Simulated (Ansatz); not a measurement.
TiTeAs:
```
TiTeAs
1.0
   -1.79777     2.63508     6.42899
    1.79777    -2.63508     6.42899
    1.79777     2.63508    -6.42899
Ti As Te
2 2 2
Cartesian
  1.79777   0.00000   1.51500
  0.00000   2.63508   4.91399
  0.00000   1.32929   0.00000
  0.00000   3.94086   0.00000
  0.00000   0.00000   3.72202
  0.00000   0.00000   9.13597
```

Relaxed with r²SCAN. Special points in fractions of this cell's reciprocal vectors: Γ (0.000, 0.000, 0.000); X (0.500, 0.500, -0.500); F2 (0.270, 0.730, -0.270); Σ0 (-0.270, 0.270, 0.270); Y0 (0.292, -0.292, 0.292); U0 (0.708, 0.292, -0.292); R (0.000, 0.500, 0.000); W (0.250, 0.250, 0.250); S (0.500, 0.000, 0.000); T (0.000, 0.000, 0.500).

Problem. List the band energies nearest the Fermi level at these points for DFT-r²SCAN in the program Ansatz with PAW potentials.

Solution. In eV from the Fermi level; about four levels below and three above (degenerate sets whole), none deeper than 8.9 eV; points with the same levels are listed once.

| k | below | above |
|---|---|---|
| Γ | -0.66 -0.62 -0.58 -0.53 | 1.00 1.35 1.76 |
| X | -1.79 -1.69 -0.69 -0.47 | 0.16 0.41 0.87 |
| F2 | -2.84 -2.25 -1.93 -1.64 | 0.75 1.31 1.50 |
| Y0 | -1.66 -1.65 -0.76 -0.59 -0.24 | 0.15 0.64 1.02 |
| R | -2.73 -2.54 -1.94 -1.63 | 0.80 1.28 1.70 |
| W | -1.67 -1.40 -1.14 -0.95 | 0.03 1.08 1.62 |
| S | -0.83 -0.59 -0.57 -0.16 | 0.34 1.38 1.40 |
| T | -2.01 -1.36 -0.98 -0.91 | 0.08 1.07 1.54 |

Space group Immm. The workflow started from an entry of the Crystallography Open Database (COD, 153 K). Whether it is the stable phase at ambient conditions was not checked. The cell was relaxed with r²SCAN under the symmetry of its start; whether a distortion lowers the energy is not shown. The run is not spin-polarised. Scalar-relativistic: spin–orbit coupling is off unless named, which matters more the heavier the elements.

Potentials: the later of the program's two PAW sets.
